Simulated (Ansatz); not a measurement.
Rigid (001) slab of Co, space group P6_3/mmc (No. 194):

```yaml
crystal:
  lattice:
    - [2.45642, 0.00000, 0.00000]
    - [-1.22821, 2.12732, 0.00000]
    - [0.00000, 0.00000, 24.93883]
  atoms:
    - { symbol: Co, position: [0.66667, 0.33333, 0.34083] }
    - { symbol: Co, position: [0.33333, 0.66667, 0.42042] }
    - { symbol: Co, position: [0.66667, 0.33333, 0.50024] }
    - { symbol: Co, position: [0.33333, 0.66667, 0.58051] }
    - { symbol: Co, position: [0.66667, 0.33333, 0.65778] }
```

The calculation used DFT PBEsol, scalar-relativistic, plane waves, PAW (Ansatz 0.2.0). Settings: cutoff 420 eV, Γ-centred mesh 12×12×1 on the computed 6-atom cell, Gaussian smearing of 0.10 eV; collinear spin from starting moments 1.94 1.87 1.83 1.86 1.92 1 μB. The cell repeats along c with a dipole correction in the vacuum.

An adatom of H is held over the places (i/3, j/3) of the 1×1 surface cell, counted from the highest atom (Co), and only its height relaxes; one adatom per 5.2 Å². This grid misses the bridge places.

Heights over the highest slab atom in Å:

| i | j=0 | j=1 | j=2 |
| --- | --- | --- | --- |
| 0 | 1.48 | 1.25 | 1.25 |
| 1 | 1.25 | 1.25 | 0.92 |
| 2 | 1.25 | 0.92 | 1.25 |

Q: Among these places, where is the adatom most and least stable, and how far apart in energy?

A: Lowest at (i, j) = (1, 2); highest at (0, 0), 0.84 eV above. All energies in eV:

```csv
i,j=0,j=1,j=2
0,0.84,0.54,0.54
1,0.54,0.54,0.00
2,0.54,0.02,0.54
```